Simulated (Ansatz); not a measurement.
**ScPd3, first-principles data**

ScPd$_{3}$:
```cif
data_Pd3Sc
_chemical_formula_sum 'Pd3 Sc1'
_space_group_name_H-M_alt 'P 1'
_space_group_IT_number 1
_cell_length_a 3.97409
_cell_length_b 3.97409
_cell_length_c 3.97409
_cell_angle_alpha 90.000
_cell_angle_beta 90.000
_cell_angle_gamma 90.000
loop_
_space_group_symop_operation_xyz
  'x, y, z'
loop_
_atom_site_label
_atom_site_type_symbol
_atom_site_fract_x
_atom_site_fract_y
_atom_site_fract_z
_atom_site_occupancy
Pd1 Pd 0.00000 0.50000 0.50000 1
Pd2 Pd 0.50000 0.00000 0.50000 1
Pd3 Pd 0.50000 0.50000 0.00000 1
Sc1 Sc 0.00000 0.00000 0.00000 1
```

Space group Pm-3m (No. 221), Cu3Au type; conventional cell a = b = c = 3.974 Å, α = β = γ = 90.00°.

Method: plane-wave PAW r²SCAN (Ansatz code). The cell and atoms are relaxed at this level. Other levels are named where they apply.

Cell and energy:

```
Property                                                      Result
-----------------------------------------------------  -------------
Volume per atom                                             15.69 Å³
Density                                                   9.64 g/cm³
Formation energy from the elements (no fitted shifts)  -0.89 eV/atom
```

Electronic structure:

```
Quantity                                                                    Result
------------------------------------  --------------------------------------------
Electronic character                                             metallic (no gap)
Density of states at the Fermi level  0.62 states/eV per atom (mean over ±0.08 eV)
Gap with spin–orbit coupling                                       none (metallic)
```

Mechanics:

```
Item                                  Value
----------------------------------  -------
Bulk modulus (Birch–Murnaghan fit)  159 GPa
Pressure derivative B′                  4.9
```

Charges:

```
Property                      Value
-------------  --------------------
Bader charges  Pd -0.55, Sc +1.66 e
```

The workflow started from an entry of the Crystallography Open Database (COD). Whether it is the stable phase at ambient conditions was not checked. Symmetry was held in the r²SCAN relaxation; its stability against distortions is not shown here. The run is not spin-polarised. The references are the lowest solids computed at this level, not always the standard phases. Spin–orbit coupling is left out wherever it is not named.

Potentials: the later of the program's two PAW sets.
